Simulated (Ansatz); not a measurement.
Input:

CaO:
```
CELL_PARAMETERS angstrom
      0.00000     2.35368     2.35368
      2.35368     0.00000     2.35368
      2.35368     2.35368     0.00000
ATOMIC_POSITIONS crystal
  Ca 0.00000 0.00000 0.00000
  O  0.50000 0.50000 0.50000
```

This is the LDA-relaxed structure.

Problem. All from plane-wave PAW LDA (Ansatz code), unless another level is named. Estimate the Poisson's ratio.

Solution. 0.22.

Problem. What about the highest zone-centre frequency (without LO–TO term)?

Solution. 291 cm⁻¹.

Space group Fm-3m (rock salt). Symmetry was held in the LDA relaxation.

Potentials: the earlier of the program's two PAW sets. The files were generated under PBE; for other functionals the program regenerates the frozen cores, and for LDA and PBEsol the local potential too.
